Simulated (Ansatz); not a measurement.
All numbers below come from DFT PBE, scalar-relativistic, plane waves, PAW (Ansatz 0.2.0). Settings: cutoff 420 eV, Γ-centred meshes spaced at most about 0.3 Å⁻¹, and about 0.25 Å⁻¹ or finer for metals (2π included), Gaussian smearing. Collinear spin in cells that started with moments and kept them past the coarse steps, no spin elsewhere.

Each of these unrelaxed guesses is relaxed in cell and atoms within its symmetry. A guess keeps its type if space group and coordination stay and the shape of the cell changes little (axis ratios within about 15 %, angles within 6°); the volume may change.

1. BeCrSe4 (collinear spin from parallel moments)

Space group F-43m (No. 216). a = 8.272 Å, b = 8.272 Å, c = 8.272 Å, α = 90.00°, β = 90.00°, γ = 90.00°
| atom | site | symmetry | x | y | z |
| --- | --- | --- | --- | --- | --- |
| Be | 4a | -43m | 0.0000 | 0.0000 | 0.0000 |
| Cr | 4c | -43m | 0.2500 | 0.2500 | 0.2500 |
| Se | 16e | .3m | 0.8751 | 0.3751 | 0.1249 |

2. Cs2BaOs2

Space group P-3m1 (No. 164). a = 4.765 Å, b = 4.765 Å, c = 7.889 Å, α = 90.00°, β = 90.00°, γ = 120.00°
```csv
atom,site,symmetry,x,y,z
Cs,2d,3m.,0.3333,0.6667,0.7463
Ba,1a,-3m.,0.0000,0.0000,0.0000
Os,2d,3m.,0.3333,0.6667,0.3765
```

3. Ta2C3

Space group P4mm (No. 99). a = 4.122 Å, b = 4.122 Å, c = 4.955 Å, α = 90.00°, β = 90.00°, γ = 90.00°
```json
{"atom": "Ta", "site": "1a", "symmetry": "4mm", "x": "0.0000", "y": "0.0000", "z": "0.5914"}
{"atom": "Ta", "site": "1a", "symmetry": "4mm", "x": "0.0000", "y": "0.0000", "z": "0.1457"}
{"atom": "C", "site": "2c", "symmetry": "2mm.", "x": "0.5000", "y": "0.0000", "z": "0.8079"}
{"atom": "C", "site": "1b", "symmetry": "4mm", "x": "0.5000", "y": "0.5000", "z": "0.2194"}
```

**Question.** Which guesses survive the relaxation?

**Answer.** Guess 1 keeps its type.

```tsv
guess	kept	start group	end group	V start (Å³/atom)	V end	b/a and c/a, end over start	nearest neighbours start	nearest neighbours end
1	yes	F-43m	F-43m	23.6	21.5	1.00, 1.00	Be 16, Cr 16, Se 6	Be 16, Cr 16, Se 6
2	no	P-3m1	P-3m1	31.0	44.7	1.00, 2.25	Ba 6, Cs 4, Os 4	Ba 6, Cs 4, Os 3
3	no	P4mm	P4/mmm	16.8	10.3	-	C 4/8, Ta 1/5	C 8, Ta 8
```

Neighbours count within 15 % of an atom's shortest distance; end groups are read at 0.02 Å (0.05 Å in metals).

Spin–orbit coupling, which can matter for Os and Ta, is left out. No Hubbard U is applied to the 3d shell of Cr. Another magnetic order may lie lower. Cells relaxed within their symmetry can be saddle points.

In counts of neighbours, a slash parts the counts of unlike sites.
